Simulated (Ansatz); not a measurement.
SiO₂ (rutile)

```
CELL_PARAMETERS angstrom
      4.23616     0.00000     0.00000
      0.00000     4.23616     0.00000
      0.00000     0.00000     2.69045
ATOMIC_POSITIONS crystal
  Si 0.50000 0.50000 0.50000
  Si 0.00000 0.00000 0.00000
  O  0.80699 0.80699 0.50000
  O  0.30699 0.69301 0.00000
  O  0.69301 0.30699 0.00000
  O  0.19301 0.19301 0.50000
```

The slice is a (-1 1 0) plane (indices of the conventional cell) through the point (0.807, 0.807, 0.500) (fractional), spanned by u = [001] and v = [110] in vectors of this cell: u (2.69 Å) and v (5.99 Å, at 90° to u). It covers one period; positions are fractions (u, v).

Level of theory: PBE (plane waves to 420 eV, PAW, scalar-relativistic; Ansatz, a first-principles code). k mesh 8×8×12. Near the nuclei the fields are pseudised (PAW); where an atom keeps semicore shells as valence, they peak there. SiO2 was relaxed with its symmetry unable to fall.

Q: The ELF has a maximum in the middle third of the Si–O line. Where, and how high?

A: 0.86, 1.0 Å from Si.

Q: What is the valence density on the shortest Si–O line in this plane (1.77 Å), at its midpoint?

A: 0.93 e/Å³.

Q: What is the ELF at the midpoint of the shortest Si–O line in this plane (1.77 Å)?

A: 0.9.

Q: Sketch the electrostatic potential energy of an electron, from the cell's mean on this plane as a map.

A: 
```
|xxxxxxxx777777777777xxxxxx|
|xxxxxx1177999999997711xxxx|
|xxxx00557799999999775500xx|
|00000033668888888866330000|
|00000000226677776622000000|
|xxxxxx0000335555330000xxxx|
|xxxxxx0000004444000000xxxx|
|xxxxxxxx000033330000xxxxxx|
|xxxxxxxx000022220000xxxxxx|
|xxxxxxxx000033330000xxxxxx|
|xxxxxx0000225555220000xxxx|
|00000000115577775511000000|
|00000022557788887755220000|
|xx002255779999999977552200|
|xxxxxx3377999999997733xxxx|
|xxxxxxxx778888888877xxxxxx|
|xxxxxxxx445555555544xxxxxx|
|xxxxxxxx110000000011xxxxxx|
|xxxxxx0000000000000000xxxx|
|xxxx000000xxxxxxxx000000xx|
|22110000xxxxxxxxxxxx000011|
|22110000xxxxxxxxxxxx000011|
|33110000xxxxxxxxxxxx000011|
|22110000xxxxxxxxxxxx000011|
|xxxx000000xxxxxxxx000000xx|
|xxxxxx0000000000000000xxxx|
|xxxxxxxx000000000000xxxxxx|
|xxxxxxxx444433334444xxxxxx|
```
Scale: ten equal steps from 2.00 (start of '0') to 10.21 (end of '9'), in the order '0123456789'. Values: electrostatic potential energy of an electron, from the cell's mean, in eV. The map has 13 points along u (two characters each, u = 0 at the left) and 28 along v (v = 0 in the bottom row). Points within 0.7 Å of a nucleus are blanked (x), as the pseudised field means little there. Values under 2 eV are set to 2. The zero, the cell's mean, hangs on the PAW cores.
